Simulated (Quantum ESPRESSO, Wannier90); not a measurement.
BP (zinc blende): Wannier90 run

```yaml
crystal:
  lattice:
    - [0.00000, 2.26607, 2.26607]
    - [2.26607, 0.00000, 2.26607]
    - [2.26607, 2.26607, 0.00000]
  atoms:
    - { symbol: B, position: [0.00000, 0.00000, 0.00000] }
    - { symbol: P, position: [0.75000, 0.75000, 0.75000] }
```

Materials Project entry mp-1479; symmetrised, unrelaxed at this level. COD (Crystallography Open Database) has an entry of this formula and space group (matched by these alone). Computed values, not measurements, from PBEsol: Quantum ESPRESSO (norm-conserving PseudoDojo potentials, cutoff 61 Ry, no spin polarisation, no spin-orbit coupling) on a Γ-centred 12×12×12 mesh, then Wannier90. Density: 12×12×12 mesh, cold smearing 0.01 Ry.

The plane-wave run has 15 bands and 8 electrons a cell. On the energy scale of pw.x, whose zero is arbitrary, the valence-band maximum lies at 9.26 eV.

Isolated groups of bands, relative to the valence-band maximum (bands from 5 on overlap up to the last one computed):

| bands | from (eV) | to (eV) | filling | weight on atomic waves |
|---|---|---|---|---|
| 1 | -15.53 | -10.35 | filled | P 3s 46 %, B 2p 26 %, B 2s 18 % |
| 2–4 | -9.12 | 0.00 | filled | P 3p 49 %, B 2p 38 %, B 2s 9 % |

Input w.win, without the blocks of cell, atoms and k-points (1728 lines):

```
num_bands = 15
num_wann = 8
num_iter = 800
conv_tol = 1.0e-6
conv_window = 4
dis_num_iter = 1000
dis_conv_tol = 1.0e-6
dis_froz_max = 19.53
write_hr = true
write_u_matrices = true
begin projections
B: s;p
P: s;p
end projections
mp_grid = 12 12 12
```

wannier90.x stops with:
```
dis_windows: More states in the frozen window than target WFs
```
At some k-point more bands lie below dis_froz_max than there are Wannier functions, and every frozen state has to fit into the subspace. Mended as below, all else unchanged, the run goes through (Ω_I = 7.2 Å²) and follows the plane-wave bands to 15 meV rms (states up to 2.1 eV relative to the valence-band maximum).
```
dis_froz_max = 11.89
```
